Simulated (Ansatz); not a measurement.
One starting cell of ZnS (a generated cell, ZnS built in the AFLOW prototype AB_oI4_44_a_b (as in GaAs)) was relaxed twice with Ansatz (plane waves, PAW, scalar-relativistic): with r2SCAN at 500 eV and with PBE at 420 eV. The r2SCAN result:

Space group F-43m (No. 216); a = b = c = 5.3904 Å, α = β = γ = 90.00°

```json
[
 {"atom": "S", "site": "4a", "symmetry": "-43m", "x": "0.0000", "y": "0.0000", "z": "0.0000"},
 {"atom": "Zn", "site": "4c", "symmetry": "-43m", "x": "0.2500", "y": "0.2500", "z": "0.2500"}
]
```
(The calculation used a cell of 2 atoms; values per cell refer to that cell.)

```csv
quantity,r2SCAN,PBE
space group,F-43m,F-43m
volume (Å³/atom),19.58,___
a (Å),5.390,___
"gap (eV, no spin-orbit coupling)",2.70,___
```

Q: What does PBE give for the same quantities?

A: 
- volume (Å³/atom), PBE: 20.16
- a (Å), PBE: 5.444
- gap (eV, no spin-orbit coupling), PBE: 2.01

Both levels end in the same structure; PBE's volume is 3.0 % larger; its gap is 0.69 eV smaller. Neither column is exact.

No spin polarisation in the result.

Measured for ZnS: a 5.41 Å (room temperature; as listed in Martin Albrecht, Beate Paulus, Hermann Stoll, Phys. Rev. B (1997)); gap 3.94 eV (static lattice; corrected from measurement; as listed in Wei Chen et al., Physical Review Materials (2018)). Computed minus measured — a: r2SCAN -0.4 %, PBE +0.6 %; gap: r2SCAN -1.24 eV, PBE -1.93 eV. The computed values are for a static lattice, and a measured gap can be an optical one, lowered by exciton binding.

The run could not lose the symmetry of its start.

Ansatz is an electronic-structure program.
